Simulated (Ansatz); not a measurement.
ZnCu (CsCl type)

```
CELL_PARAMETERS angstrom
      2.90828     0.00000     0.00000
      0.00000     2.90828     0.00000
      0.00000     0.00000     2.90828
ATOMIC_POSITIONS crystal
  Zn 0.50000 0.50000 0.50000
  Cu 0.00000 0.00000 0.00000
```

The slice is a {100} plane (indices of the conventional cell) through the point (0.500, 0.500, 0.500) (fractional), spanned by u = [100] and v = [010] in vectors of this cell: u (2.91 Å) and v (2.91 Å, at 90° to u). It covers one period; positions are fractions (u, v).

All values below come from PBEsol (plane waves to 420 eV, PAW, scalar-relativistic; Ansatz, a program for electronic structure). k mesh 16×16×16. Near the nuclei the fields are pseudised (PAW); where an atom keeps semicore shells as valence, they peak there. ZnCu is run without spin polarisation. ZnCu was relaxed with its symmetry unable to fall.

Task: Sketch the electron localisation function (ELF) on this plane as a map.

Result: 
| v \ u | 0.00 | 0.12 | 0.25 | 0.38 | 0.50 | 0.62 | 0.75 | 0.88 |
|---|---|---|---|---|---|---|---|---|
| 0.88 | x | 0.03 | 0.19 | 0.22 | 0.31 | 0.22 | 0.19 | 0.03 |
| 0.75 | 0.15 | 0.19 | 0.21 | 0.29 | 0.31 | 0.29 | 0.21 | 0.19 |
| 0.62 | 0.20 | 0.22 | 0.29 | 0.30 | 0.28 | 0.30 | 0.29 | 0.22 |
| 0.50 | 0.30 | 0.31 | 0.31 | 0.28 | 0.26 | 0.28 | 0.31 | 0.31 |
| 0.38 | 0.20 | 0.22 | 0.29 | 0.30 | 0.28 | 0.30 | 0.29 | 0.22 |
| 0.25 | 0.15 | 0.19 | 0.21 | 0.29 | 0.31 | 0.29 | 0.21 | 0.19 |
| 0.12 | x | 0.03 | 0.19 | 0.22 | 0.31 | 0.22 | 0.19 | 0.03 |
| 0.00 | x | x | 0.15 | 0.20 | 0.30 | 0.20 | 0.15 | x |

Values: electron localisation function (ELF). Points within 0.5 Å of a nucleus are blanked (x), as the pseudised field means little there.
